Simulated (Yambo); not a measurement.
```
CELL_PARAMETERS angstrom
      3.20106    -1.49314    -0.01477
      3.20106     1.49314    -0.01477
     -2.84727     0.00000     5.29608
ATOMIC_POSITIONS crystal
  O  0.08824 0.08824 0.24756
  O  0.91176 0.91176 0.75244
  Na 0.50000 0.50000 0.50000
  Au 0.50000 0.50000 0.00000
```

NaAuO₂ (space group C2/m, No. 12): mean Im ε in 1 eV windows above the direct gap of 3.71 eV, for different electron-hole kernels (Yambo, broadening 0.15 eV, norm-conserving LDA (Quantum ESPRESSO, 88 Ry, scalar-relativistic) bands; 8×8×4 mesh, 10 valence and 3 conduction bands, static screening with 39 bands and a 4 Ry block, scissor 2.00 eV, Tamm-Dancoff; field along x).

```tsv
window (eV)	independent quasiparticles	BSE
3.7 to 4.7	0.2	0.4
4.7 to 5.7	0.3	0.4
5.7 to 6.7	0.3	2.4
6.7 to 7.7	1.2	4.9
7.7 to 8.7	4.5	4.7
```

This run doesn't resolve bound excitons or single peaks, so only averages are given, and they too depend on the mesh; weight that the attraction moves below the gap isn't listed. All transitions below 10.44 eV are in the band window. The scissor comes from a G0W0 run whose convergence isn't established.

Without spin-orbit coupling, band edges of such heavy elements can be off by tenths of an eV.

Geometry relaxed with LDA.

The structure is a Materials Project entry; no match was found in the copy of COD used, and its stability was not checked.
